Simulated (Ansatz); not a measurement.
In the program Ansatz at the PBE level (PAW), BAs in the tetragonal phase (P4_2/mnm; B on 4g, As on 4f) relaxes to a = 5.889 Å, c = 3.390 Å. Against the elements it lies at 92 meV/atom, with no fitted shifts.

It is gapped at this level: 0.80 eV (indirect). The valence maximum lies at Γ and the conduction minimum on the Γ–Z line, 58 % of the way from Γ (2 equivalent valleys). Gap from PBE with spin–orbit coupling: 0.74 eV. Electrons at the band edge weigh 0.35, 0.35, 0.46 mₑ (principal values).

The bulk modulus is 120 GPa.

The start of the workflow was typed in or built on a structure type; neither database checked (COD, Materials Project) lists it. It is not the phase usual at ambient conditions (space group No. 216). The PBE relaxation kept the symmetry of its start; its stability against distortions is not shown here. The references are the lowest solids computed at this level, not always the standard phases. Scalar-relativistic: spin–orbit coupling is off unless named, which matters more the heavier the elements.

Potentials: the earlier of the program's two PAW sets.
